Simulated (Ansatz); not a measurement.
Ti3Al (D019 type, space group P6_3/mmc)

```
Ti3Al
1.0
    5.74737     0.00000     0.00000
   -2.87369     4.97737     0.00000
    0.00000     0.00000     4.63190
Ti Al
6 2
Direct
  0.82982   0.65964   0.25000
  0.17018   0.82982   0.75000
  0.34036   0.17018   0.25000
  0.17018   0.34036   0.75000
  0.82982   0.17018   0.25000
  0.65964   0.82982   0.75000
  0.33333   0.66667   0.25000
  0.66667   0.33333   0.75000
```

Equation-of-state scan: isotropic scaling of the cell above, V₀ being its volume. The atoms relax within the cell's symmetry.

All values below come from r2SCAN (plane waves to 500 eV, PAW, scalar-relativistic; Ansatz, a first-principles code). k mesh 10×10×10 (Γ-centred), Fermi-Dirac smearing 0.05 eV. E stands for the smeared free energy. Stress and pressure are positive under compression. With the shape held, the modulus is that of even scaling; a crystal free to change shape is softer. The PAW data are Ansatz's earlier set. Ti3Al is run without spin polarisation. Ti3Al was relaxed with its symmetry unable to fall. ΔE is measured from the relaxed starting cell. The last digit holds for this mesh only.

| V (Å³/atom) | ΔE (meV/atom) |
|---|---|
| 15.569 | 24.8 |
| 15.735 | 16.9 |
| 15.900 | 10.7 |
| 16.066 | 5.9 |
| 16.232 | 2.6 |
| 16.397 | 0.6 |
| 16.563 | 0.0 |
| 16.729 | 0.6 |
| 16.894 | 2.4 |
| 17.060 | 5.4 |
| 17.225 | withheld |
| 17.391 | 14.5 |
| 17.557 | 20.6 |

Q: Fit a third-order Birch-Murnaghan form (E₀, V₀, B₀, B₀′ free) to the given rows and predict ΔE at V = 17.225.

A: Least squares on the 12 given rows: ΔE = E₀ + (9V₀B₀/16)·y²·[2 + (B₀′ − 4)y], y = (V₀/V)^(2/3) − 1, with V₀ = 16.563 Å³/atom, B₀ = 121.2 GPa (160.2 GPa = 1 eV/Å³; the term in eV is multiplied by 1000), B₀′ = 3.60, E₀ = -0.01 meV/atom; root-mean-square residual 0.02 meV/atom. At 17.225 the fit gives 9.4 meV/atom; the calculation gives 9.4 meV/atom, the same to the digits shown. For the pressure the fit gives -4.4 GPa against the computed -4.4 GPa.

(Under strain, the slope of the energy per volume gives the stress and its curvature an elastic modulus.)
